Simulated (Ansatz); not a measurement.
Starting structure of a cell relaxation (symmetry kept):

```cif
data_structure
_symmetry_space_group_name_H-M 'Fd-3m:1'
_symmetry_Int_Tables_number 227
_cell_length_a 7.9270
_cell_length_b 7.9270
_cell_length_c 7.9270
_cell_angle_alpha 90.000
_cell_angle_beta 90.000
_cell_angle_gamma 90.000
_cell_volume 498.11
loop_
_atom_site_label
_atom_site_type_symbol
_atom_site_symmetry_multiplicity
_atom_site_Wyckoff_symbol
_atom_site_fract_x
_atom_site_fract_y
_atom_site_fract_z
_atom_site_occupancy
Pb1 Pb 8 a 0.50000 0.00000 0.50000 1
Au1 Au 16 d 0.12500 0.62500 0.12500 1
```

All numbers below come from Ansatz 0.2.0, DFT r2SCAN, scalar-relativistic, plane waves, PAW.

Settings: cutoff 500 eV, Γ-centred mesh 8×8×8 on the computed 6-atom cell, Gaussian smearing of 0.02 eV; no spin polarisation.

Q: What does it relax to?

A: The volume increases by 0.94 Å³/atom to 21.69 Å³/atom, and the energy falls by 13.5 meV/atom. Final structure:
```cif
data_structure
_symmetry_space_group_name_H-M 'Fd-3m:1'
_symmetry_Int_Tables_number 227
_cell_length_a 8.0449
_cell_length_b 8.0449
_cell_length_c 8.0449
_cell_angle_alpha 90.000
_cell_angle_beta 90.000
_cell_angle_gamma 90.000
_cell_volume 520.66
loop_
_atom_site_label
_atom_site_type_symbol
_atom_site_symmetry_multiplicity
_atom_site_Wyckoff_symbol
_atom_site_fract_x
_atom_site_fract_y
_atom_site_fract_z
_atom_site_occupancy
Pb1 Pb 8 a 0.50000 0.00000 0.50000 1
Au1 Au 16 d 0.12500 0.62500 0.12500 1
```

Course of the relaxation (steps run on the plane waves of an earlier cell, and the basis is chosen afresh near the end, so energy and pressure can step there; trial steps that raised the energy were taken back; energies are free energies):

| step | E − E_final (meV/atom) | P (GPa) | V (Å³/atom) |
| --- | --- | --- | --- |
| 1 | 13.5 | 4.84 | 20.75 |
| 2 | 18.6 | -4.53 | 22.90 |
| 3 | 0.4 | -0.40 | 21.78 |
| 4 | 0.3 | -0.01 | 21.69 |
| 5 | 0.0 | 0.00 | 21.69 |

Spin–orbit coupling is left out, which can shift energies with elements as heavy as these.

Cost: 1 run of about 3.2 core-minutes, on Arm Neoverse V1 (shared hosts).